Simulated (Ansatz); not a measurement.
In DFT-PBEsol in the program Ansatz with PAW potentials, SiGe in the trigonal phase (R-3m; Si on 6c, Ge on 6c) relaxes to a = 3.921 Å, c = 19.175 Å. Si has 4 nearest neighbours from 2.35 Å (tetrahedral); Ge has 4 nearest neighbours from 2.40 Å (tetrahedral). Its formation energy from the elements is 0.012 eV/atom, with no fitted shifts.

The Kohn–Sham gap is 0.33 eV (indirect). The valence maximum lies at Γ and the conduction minimum at F (3 equivalent valleys). The screened hybrid HSE06 puts the gap at 1.01 eV. Gap from PBEsol with spin–orbit coupling: 0.27 eV. The electron mass is 0.11, 0.19, 0.90 mₑ (principal values).

An equation-of-state fit gives a bulk modulus of 80.8 GPa. The relaxed-ion elastic constants in GPa are C11 = 165, C12 = 44.2, C13 = 34.9, C14 = -12.3, C33 = 171, C44 = 50.8. The elastic constants imply a Debye temperature near 451 K. Perturbation theory gives ε∞ = 15.3 (xx = yy), 15.5 (zz). Born charges are Si -0.05, Ge +0.05 e. Without the LO–TO term the highest mode at Γ lies at 467 cm⁻¹.

The start of the workflow was typed in or built on a structure type; neither database checked (COD, Materials Project) lists it. Whether it is the stable phase at ambient conditions was not checked. The PBEsol relaxation kept the symmetry of its start; whether a distortion lowers the energy is not shown. The references are the lowest solids computed at this level, not always the standard phases. Spin–orbit coupling is left out wherever it is not named.

Potentials: the earlier of the program's two PAW sets. The files were generated under PBE; for other functionals the program regenerates the frozen cores, and for LDA and PBEsol the local potential too.
